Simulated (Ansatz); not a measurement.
Geometry optimisation in Ansatz: input, command and trajectory.

```yaml
crystal:
  lattice:
    - [4.8853572187, 2.8205623053, 3.8465081072]
    - [-4.8853572187, 2.8205623053, 3.8465081072]
    - [0.0, -5.6411246106, 3.8465081073]
  atoms:
    - { symbol: Mo, position: [0.2313074489, 0.4137528366, 0.5492214353] }
    - { symbol: Mo, position: [0.5492214353, 0.2313074489, 0.4137528366] }
    - { symbol: Mo, position: [0.4137528366, 0.5492214353, 0.2313074489] }
    - { symbol: Mo, position: [0.7686925511, 0.5862471634, 0.4507785647] }
    - { symbol: Mo, position: [0.4507785647, 0.7686925511, 0.5862471634] }
    - { symbol: Mo, position: [0.5862471634, 0.4507785647, 0.7686925511] }
    - { symbol: Se, position: [0.3878939889, 0.125807205, 0.7399702342] }
    - { symbol: Se, position: [0.7399702342, 0.3878939889, 0.125807205] }
    - { symbol: Se, position: [0.125807205, 0.7399702342, 0.3878939889] }
    - { symbol: Se, position: [0.6121060111, 0.874192795, 0.2600297658] }
    - { symbol: Se, position: [0.2600297658, 0.6121060111, 0.874192795] }
    - { symbol: Se, position: [0.874192795, 0.2600297658, 0.6121060111] }
    - { symbol: Se, position: [0.2218082257, 0.2218082257, 0.2218082257] }
    - { symbol: Se, position: [0.7781917743, 0.7781917743, 0.7781917743] }
basis:
  ecutwfc: 420
kpoints:
  mp_grid: { grid: [6, 6, 6] }
hamiltonian:
  xc: pbesol
scf:
  occupations: { method: gaussian, width: 0.1 }
output:
  forces: true
  stress: true
  eigenvalues: true
relax:
  adjacent_minimum: "off"
  f_tol: 0.01
  max_steps: 30
  cell: { stress_tol: 0.1, fix: [volume] }
```

```bash
ansatz run input.yaml --threads 4 --pin off --max-ram 10240MiB --backend cpu --events-out ev --progress --plain --runs-dir out
```

Theory: DFT PBEsol, scalar-relativistic, plane waves, PAW (Ansatz).

The volume is held at 1.1 times that of the relaxed cell.

Of 7 frames 6 are shown, positions in Å and forces in eV/Å; the SCF threshold varies from step to step. Steps run on the plane waves of an earlier cell, with a Pulay correction in the pressure. The basis is chosen afresh for the last frame, the zero of the energies, and at times for earlier ones too; energy and pressure can step there, also at an unchanged geometry. Where two frames share a geometry here, they differ by under 2 meV/atom and 0.3 GPa.

```xyz
14
Lattice="4.8854 2.8206 3.8465 -4.8854 2.8206 3.8465 0.0000 -5.6411 3.8465" Properties=species:S:1:pos:R:3:forces:R:3 pbc="T T T" step=1 free_energy_over_end_meV_per_atom=9.19 pressure_GPa=-6.37
Mo   -0.8913   -1.2788    4.5938    0.2282    0.3384    0.1883
Mo    1.5531   -0.1325    4.5938   -0.4072    0.0284    0.1883
Mo   -0.6618    1.4113    4.5938    0.1790   -0.3669    0.1883
Mo    0.8913    1.2788    6.9457   -0.2282   -0.3384   -0.1883
Mo   -1.5531    0.1325    6.9457    0.4072   -0.0284   -0.1883
Mo    0.6618   -1.4113    6.9457   -0.1790    0.3669   -0.1883
Se    1.2804   -2.7253    4.8223   -0.0774    0.4220    0.0455
Se    1.7200    2.4715    4.8223   -0.3267   -0.2781    0.0455
Se   -3.0004    0.2538    4.8223    0.4042   -0.1439    0.0455
Se   -1.2804    2.7253    6.7173    0.0774   -0.4220   -0.0455
Se   -1.7200   -2.4715    6.7173    0.3267    0.2781   -0.0455
Se    3.0004   -0.2538    6.7173   -0.4042    0.1439   -0.0455
Se    0.0000    0.0000    2.5596    0.0000    0.0000    0.6106
Se    0.0000    0.0000    8.9800    0.0000    0.0000   -0.6106
14
Lattice="4.8953 2.8263 3.8309 -4.8953 2.8263 3.8309 0.0000 -5.6526 3.8309" Properties=species:S:1:pos:R:3:forces:R:3 pbc="T T T" step=2 free_energy_over_end_meV_per_atom=6.16 pressure_GPa=0.01
Mo   -0.8423   -1.2669    4.6182   -0.1550   -0.3902   -0.1067
Mo    1.5183   -0.0960    4.6182    0.4154    0.0608   -0.1067
Mo   -0.6760    1.3629    4.6182   -0.2604    0.3293   -0.1067
Mo    0.8423    1.2669    6.8745    0.1550    0.3902    0.1067
Mo   -1.5183    0.0960    6.8745   -0.4154   -0.0608    0.1067
Mo    0.6760   -1.3629    6.8745    0.2604   -0.3293    0.1067
Se    1.3307   -2.6401    4.7790    0.0473   -0.3933    0.0078
Se    1.6211    2.4725    4.7790    0.3170    0.2376    0.0078
Se   -2.9517    0.1677    4.7790   -0.3642    0.1557    0.0078
Se   -1.3307    2.6401    6.7138   -0.0473    0.3933   -0.0078
Se   -1.6211   -2.4725    6.7138   -0.3170   -0.2376   -0.0078
Se    2.9517   -0.1677    6.7138    0.3642   -0.1557   -0.0078
Se    0.0000    0.0000    2.6278    0.0000    0.0000   -0.5198
Se    0.0000    0.0000    8.8649    0.0000    0.0000    0.5198
14
Lattice="4.8922 2.8245 3.8357 -4.8922 2.8245 3.8357 0.0000 -5.6490 3.8357" Properties=species:S:1:pos:R:3:forces:R:3 pbc="T T T" step=3 free_energy_over_end_meV_per_atom=0.09 pressure_GPa=-3.08
Mo   -0.8627   -1.2756    4.6055    0.0413    0.0417    0.0417
Mo    1.5360   -0.1094    4.6055   -0.0568    0.0149    0.0417
Mo   -0.6733    1.3849    4.6055    0.0155   -0.0566    0.0417
Mo    0.8627    1.2756    6.9017   -0.0413   -0.0417   -0.0417
Mo   -1.5360    0.1094    6.9017    0.0568   -0.0149   -0.0417
Mo    0.6733   -1.3849    6.9017   -0.0155    0.0566   -0.0417
Se    1.3099   -2.6805    4.7979   -0.0182   -0.0022    0.0250
Se    1.6664    2.4747    4.7979    0.0110   -0.0147    0.0250
Se   -2.9763    0.2058    4.7979    0.0072    0.0168    0.0250
Se   -1.3099    2.6805    6.7093    0.0182    0.0022   -0.0250
Se   -1.6664   -2.4747    6.7093   -0.0110    0.0147   -0.0250
Se    2.9763   -0.2058    6.7093   -0.0072   -0.0168   -0.0250
Se    0.0000    0.0000    2.5962    0.0000    0.0000    0.0205
Se    0.0000    0.0000    8.9110    0.0000    0.0000   -0.0205
14
Lattice="4.8866 2.8213 3.8446 -4.8866 2.8213 3.8446 0.0000 -5.6425 3.8446" Properties=species:S:1:pos:R:3:forces:R:3 pbc="T T T" step=4 free_energy_over_end_meV_per_atom=0.03 pressure_GPa=-2.89
Mo   -0.8599   -1.2739    4.6221    0.0038   -0.0058   -0.0064
Mo    1.5332   -0.1078    4.6221    0.0031    0.0062   -0.0064
Mo   -0.6732    1.3816    4.6221   -0.0070   -0.0004   -0.0064
Mo    0.8599    1.2739    6.9117   -0.0038    0.0058    0.0064
Mo   -1.5332    0.1078    6.9117   -0.0031   -0.0062    0.0064
Mo    0.6732   -1.3816    6.9117    0.0070    0.0004    0.0064
Se    1.3095   -2.6821    4.8163    0.0035   -0.0020   -0.0251
Se    1.6681    2.4751    4.8163    0.0000    0.0041   -0.0251
Se   -2.9776    0.2070    4.8163   -0.0035   -0.0020   -0.0251
Se   -1.3095    2.6821    6.7174   -0.0035    0.0020    0.0251
Se   -1.6681   -2.4751    6.7174    0.0000   -0.0041    0.0251
Se    2.9776   -0.2070    6.7174    0.0035    0.0020    0.0251
Se    0.0000    0.0000    2.6136    0.0000    0.0000   -0.0220
Se    0.0000    0.0000    8.9202    0.0000    0.0000    0.0220
14
Lattice="4.8921 2.8244 3.8359 -4.8921 2.8244 3.8359 0.0000 -5.6489 3.8359" Properties=species:S:1:pos:R:3:forces:R:3 pbc="T T T" step=5 free_energy_over_end_meV_per_atom=0.01 pressure_GPa=-2.90
Mo   -0.8592   -1.2742    4.6102   -0.0079   -0.0036   -0.0043
Mo    1.5330   -0.1070    4.6102    0.0070   -0.0050   -0.0043
Mo   -0.6739    1.3812    4.6102    0.0008    0.0086   -0.0043
Mo    0.8592    1.2742    6.8976    0.0079    0.0036    0.0043
Mo   -1.5330    0.1070    6.8976   -0.0070    0.0050    0.0043
Mo    0.6739   -1.3812    6.8976   -0.0008   -0.0086    0.0043
Se    1.3101   -2.6821    4.7996   -0.0061    0.0075    0.0066
Se    1.6677    2.4756    4.7996   -0.0034   -0.0090    0.0066
Se   -2.9778    0.2065    4.7996    0.0095    0.0015    0.0066
Se   -1.3101    2.6821    6.7082    0.0061   -0.0075   -0.0066
Se   -1.6677   -2.4756    6.7082    0.0034    0.0090   -0.0066
Se    2.9778   -0.2065    6.7082   -0.0095   -0.0015   -0.0066
Se    0.0000    0.0000    2.5989    0.0000    0.0000    0.0139
Se    0.0000    0.0000    8.9089    0.0000    0.0000   -0.0139
14
Lattice="4.8911 2.8239 3.8376 -4.8911 2.8239 3.8376 0.0000 -5.6477 3.8376" Properties=species:S:1:pos:R:3:forces:R:3 pbc="T T T" step=7 free_energy_over_end_meV_per_atom=0.00 pressure_GPa=-2.90
Mo   -0.8601   -1.2741    4.6120    0.0001    0.0015    0.0009
Mo    1.5335   -0.1079    4.6120   -0.0013   -0.0006    0.0009
Mo   -0.6733    1.3820    4.6120    0.0012   -0.0008    0.0009
Mo    0.8601    1.2741    6.9007   -0.0001   -0.0015   -0.0009
Mo   -1.5335    0.1079    6.9007    0.0013    0.0006   -0.0009
Mo    0.6733   -1.3820    6.9007   -0.0012    0.0008   -0.0009
Se    1.3088   -2.6820    4.8024   -0.0008    0.0004    0.0000
Se    1.6682    2.4745    4.8024    0.0001   -0.0009    0.0000
Se   -2.9771    0.2075    4.8024    0.0007    0.0005    0.0000
Se   -1.3088    2.6820    6.7102    0.0008   -0.0004    0.0000
Se   -1.6682   -2.4745    6.7102   -0.0001    0.0009    0.0000
Se    2.9771   -0.2075    6.7102   -0.0007   -0.0005    0.0000
Se    0.0000    0.0000    2.6020    0.0000    0.0000   -0.0009
Se    0.0000    0.0000    8.9107    0.0000    0.0000    0.0009
```

The run took 3 min on 4 threads of Intel(R) Xeon(R) Platinum 8488C (Sapphire Rapids) (shared host), peak memory 1.9 GiB.